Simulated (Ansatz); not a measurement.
YbCu₄I: reading a single point

```xyz
6
Lattice="0.0000 3.8302 3.8302 3.8302 0.0000 3.8302 3.8302 3.8302 0.0000" Properties=species:S:1:pos:R:3 pbc="T T T"
Cu    4.7908    4.7908    4.7908
Cu    4.7908    2.8696    2.8696
Cu    2.8696    2.8696    4.7908
Cu    2.8696    4.7908    2.8696
I     0.0000    0.0000    0.0000
Yb    1.9151    1.9151    1.9151
```

Single point in Ansatz 0.2.0 with r2SCAN, no spin polarisation. Cutoff 500 eV, PAW datasets, 5×5×5 Γ-centred k mesh, fermi-dirac filling (width 0.1 eV).

Question: What happens at the Fermi level?

Answer: It is a metal, with about 3.6 states/eV a cell as the mean within 0.25 eV of the Fermi level, mostly Cu s (22 %), Yb d (18 %) and Yb s (18 %).

Question: What is the formation energy?

Answer: 0.12 eV an atom against the elements' usual phases (free molecules for gases, crystals otherwise, with no correction for O₂ or N₂), so at this geometry it isn't bound against them. Relaxing would lower it.

Question: Give the Bader charges.

Answer: Bader charges in e: Yb +1.39, Cu -0.22, I -0.53. In the mean Yb gives up most and I takes most.

Question: Describe some of the short contacts.

Answer: Cu–Cu at 2.70 Å: least valence density 0.22 e/Å³ and ELF 0.29 there. Cu–I at 3.17 Å: least valence density 0.14 e/Å³ and ELF 0.14 there. Cu–Yb at 3.18 Å: least valence density 0.11 e/Å³ and ELF 0.12 there. These are pseudo-fields; inside the PAW spheres they differ from the all-electron ones.

Question: Is the cell too large or too small?

Answer: The pressure is -5.7 GPa (compression positive), so with the atoms held at these fractions the cell would first shrink.

Origin: a known structure type with other elements, at an estimated volume, so it need not be a known compound. Caveats: no spin polarisation, so a magnetic state may lie lower; f levels without a U or exact exchange are poorly placed.
